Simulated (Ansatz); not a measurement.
VAg3O4:
```cif
data_Ag3O4V
_chemical_formula_sum 'V1 Ag3 O4'
_space_group_name_H-M_alt 'P 1'
_space_group_IT_number 1
_cell_length_a 5.97824
_cell_length_b 5.97824
_cell_length_c 5.97824
_cell_angle_alpha 131.346
_cell_angle_beta 131.346
_cell_angle_gamma 71.264
loop_
_space_group_symop_operation_xyz
  'x, y, z'
loop_
_atom_site_label
_atom_site_type_symbol
_atom_site_fract_x
_atom_site_fract_y
_atom_site_fract_z
_atom_site_occupancy
V1 V 0.00000 0.00000 0.00000 1
Ag1 Ag 0.75000 0.25000 0.50000 1
Ag2 Ag 0.25000 0.75000 0.50000 1
Ag3 Ag 0.50000 0.50000 0.00000 1
O1 O 0.69490 0.10048 0.00000 1
O2 O 0.89952 0.89952 0.59442 1
O3 O 0.10048 0.69490 0.00000 1
O4 O 0.30510 0.30510 0.40558 1
```

Relaxed with PBEsol.

Problem. Which orbitals make up the states near the band edges in DFT-PBEsol in the program Ansatz with PAW potentials?

Solution. Top 1 eV of the valence band: Ag 4d 57 %, O 2p 38 %. Bottom 1 eV of the conduction band: Ag 5s 54 %, O 2s 18 %, V 4s 9 %, O 2p 7 %, V 3d 6 %. Projections are on Löwdin-orthogonalised atomic valence shells; empty p or d shells of many metals are not among them.

Problem. Tabulate the density of states.

Solution. States/eV per cell of 8 atoms, in 0.25 eV bins, energy from the valence-band maximum.

```csv
E (eV),total,Ag 4d,O 2p,V 3d
-5.86,0.00,0.00,0.00,0.00
-5.61,2.17,0.28,1.23,0.38
-5.36,10.50,1.32,6.03,1.94
-5.11,16.19,2.70,9.62,3.19
-4.86,15.38,3.74,9.25,1.89
-4.61,8.63,2.07,5.64,0.37
-4.36,12.58,3.73,7.91,0.31
-4.11,6.77,2.03,4.33,0.09
-3.86,12.29,5.16,6.67,0.08
-3.61,8.55,2.94,5.22,0.06
-3.36,2.93,0.95,1.89,0.01
-3.11,0.00,0.00,0.00,0.00
-2.86,0.00,0.00,0.00,0.00
-2.61,4.03,3.79,0.13,0.07
-2.36,24.24,22.35,1.06,0.47
-2.11,18.28,16.66,1.03,0.38
-1.86,12.19,10.50,1.09,0.41
-1.61,8.91,6.56,1.51,0.62
-1.36,11.68,8.42,1.97,0.93
-1.11,11.66,8.05,2.66,0.54
-0.86,12.65,7.77,4.13,0.34
-0.61,5.82,3.28,2.30,0.10
-0.36,7.24,3.84,3.14,0.11
-0.11,3.29,1.70,1.49,0.05
0.14,0.00,0.00,0.00,0.00
0.39,0.06,0.00,0.01,0.00
0.64,0.24,0.00,0.02,0.01
0.89,0.36,0.01,0.03,0.02
1.14,0.49,0.01,0.03,0.04
1.39,0.64,0.02,0.04,0.07
1.64,0.86,0.03,0.06,0.15
1.89,1.41,0.05,0.12,0.42
2.14,5.66,0.16,0.87,3.07
2.39,8.47,0.23,1.89,4.96
2.64,3.50,0.11,0.79,1.80
2.89,1.36,0.03,0.23,0.52
3.14,1.55,0.04,0.30,0.62
3.39,1.87,0.04,0.40,0.82
3.64,4.57,0.10,1.11,2.23
3.89,8.97,0.19,2.59,5.11
4.14,7.32,0.12,2.38,3.50
4.39,3.13,0.04,0.90,0.82
4.64,2.34,0.03,0.55,0.37
4.89,2.28,0.03,0.44,0.20
5.14,2.19,0.03,0.36,0.12
```

Space group I-42m. The first step of the workflow began from a Materials Project structure, measured or hypothetical; the Crystallography Open Database files this formula in space group No. 121, but the cells were not matched. Its standing as an ambient phase is unchecked. The cell was relaxed with PBEsol under the symmetry of its start; its stability against distortions is not shown here. No spin polarisation was allowed. No Hubbard U is applied. Scalar-relativistic: spin–orbit coupling is off unless named, which matters more the heavier the elements.

Potentials: the later of the program's two PAW sets.
